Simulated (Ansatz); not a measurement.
Be:
```
Be
1.0
    2.22630     0.00000     0.00000
   -1.11315     1.92803     0.00000
    0.00000     0.00000     3.51646
Be
2
Direct
  0.33333   0.66667   0.75000
  0.66667   0.33333   0.25000
```

Relaxed with LDA (plane waves, PAW; program Ansatz). Indices refer to the conventional cell of P6_3/mmc, a = 2.226 Å, b = 2.226 Å, c = 3.516 Å, α = 90.00°, β = 90.00°, γ = 120.00°.

Problem. Simulate the powder diffraction pattern (neutron, λ = 1.5401 Å; lines above 1 %) up to 2θ = 90°.

Solution. Simulated powder pattern, neutron, λ = 1.5401 Å (kinematic, ideal powder, no thermal factors, coherent scattering alone; the 30 strongest lines at most, above 1 %, up to 2θ = 90°):

```csv
2θ (°),d (Å),I/Imax (%),hkl
47.08,1.928,21,(1 0 -1 0)
51.95,1.758,24,(0002)
54.19,1.691,100,(1 0 -1 1)
72.70,1.299,22,(1 0 -1 2)
87.54,1.113,36,(1 1 -2 0)
```

The cell was relaxed with LDA under the symmetry of its start. Axis ratios of metals converge slowly with the k-mesh, so a and c are less sure than the volume.

Potentials: the later of the program's two PAW sets.
